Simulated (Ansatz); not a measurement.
# Electron–phonon coupling and T_c of Ir (computed with Ansatz 0.2.0)

Space group Fm-3m (No. 225), 1 atom in the cell of the first input below: a = 2.709 Å, b = 2.709 Å, c = 2.709 Å, α = 60.00°, β = 60.00°, γ = 60.00°.

The cell was built from a prototype of a structure type listed for this element, relaxed without spin–orbit coupling to zero pressure (pressure 0.0 GPa with this functional, without spin–orbit coupling). Functional: PBEsol.

Input:

```yaml
crystal:
  lattice:
    - [0.0, 1.9155617481, 1.9155617481]
    - [1.9155617481, 0.0, 1.9155617481]
    - [1.9155617481, 1.9155617481, 0.0]
  atoms:
    - { symbol: Ir, position: [0.0, 0.0, 0.0] }
basis:
  ecutwfc: 420
  ecutrho_ratio: 4
kpoints:
  mp_grid: { grid: [18, 18, 18] }
hamiltonian:
  xc: pbesol
scf:
  occupations: { method: methfessel_paxton, width: 0.2 }
output: {}
phonons:
  supercell: [3, 3, 3]
  qpath:
    path:
      - [[0.0, 0.0, 0.0], [0.5, 0.0, 0.5], [0.625, 0.25, 0.625]]
      - [[0.375, 0.375, 0.75], [0.0, 0.0, 0.0], [0.5, 0.5, 0.5], [0.5, 0.25, 0.75], [0.5, 0.0, 0.5]]
    npoints: 6
  electrical_resistivity: { mesh: [36, 36, 36], temperatures: [50, 100, 200, 300, 500] }
  superconductivity: { mesh: [36, 36, 36], eliashberg_equations: false }
```

```bash
ansatz run input.yaml --threads 8 --pin off --max-ram 15360MiB --backend cpu --events-out ev --progress --plain --runs-dir out
```

Time: 3.9 min on 8 threads of Arm Neoverse V1 (shared host), peak memory 6.8 GiB.

On the finest mesh λ = 0.4061, ω_log = 18.263 meV, N(E_F) = 0.447 states per eV, spin and cell. λ by mesh: 36×36×36 0.406, 18×18×18 0.385, 9×9×9 0.390.

Q: What T_c does McMillan's formula in the Allen–Dynes form give for μ* = 0.10?

A: T_c = (ω_log/1.2) exp[−1.04(1+λ)/(λ − μ*(1+0.62λ))] = (211.93 K/1.2) × exp(−1.4623/0.2809) = 0.97 K. λ still moved by 5 % between the two finest meshes, so T_c isn't settled to the digits shown. By mesh, finest first, the same formula gives 0.97, 0.70, 0.77 K.

| μ* | McMillan (K) | Allen–Dynes with strong-coupling factors (K) |
| --- | --- | --- |
| 0.08 | 1.48 | 1.51 |
| 0.10 | 0.97 | 0.98 |
| 0.12 | 0.58 | 0.59 |
| 0.13 | 0.43 | 0.44 |
| 0.14 | 0.31 | 0.32 |
| 0.16 | 0.14 | 0.15 |
| 0.20 | 0.01 | 0.01 |

Caveats: no spin-orbit coupling, which matters for these elements; small supercell, couplings not converged in it; with so small a supercell and a typed μ*, T_c can miss a measured one by a factor of two or more; λ is not converged in the mesh, and T_c depends on it steeply.
